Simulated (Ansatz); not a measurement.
TaSi2:
Space group I4/mmm (No. 139); a = 3.267 Å, b = 3.267 Å, c = 8.153 Å, α = 90.00°, β = 90.00°, γ = 90.00°

| atom | site | symmetry | x | y | z |
|---|---|---|---|---|---|
| Ta | 2a | 4/mmm | 0.0000 | 0.0000 | 0.0000 |
| Si | 4e | 4mm | 0.0000 | 0.0000 | 0.3317 |
(The calculation used a cell of 3 atoms; values per cell refer to that cell.)

This is the r²SCAN-relaxed structure.

Q: All from the program Ansatz at the r²SCAN level (PAW), unless another level is named. Estimate the electronic character.

A: metallic (no gap).

Q: What about the density of states at the Fermi level?

A: 0.26 states/eV per atom (mean over ±0.08 eV).

Q: And the formation energy from the elements (no fitted shifts)?

A: -0.38 eV/atom.

A made-up cell: these elements were put on the sites of a structure type; neither database checked (COD, Materials Project) lists it. COD files the formula under space group No. 180, 181, so this cell is another polymorph or a model. Its standing as an ambient phase is unchecked. The r²SCAN relaxation kept the symmetry of its start; whether a distortion lowers the energy is not shown. The run is not spin-polarised. The references are the lowest solids computed at this level, not always the standard phases. Spin–orbit coupling is left out wherever it is not named.

Potentials: the later of the program's two PAW sets.
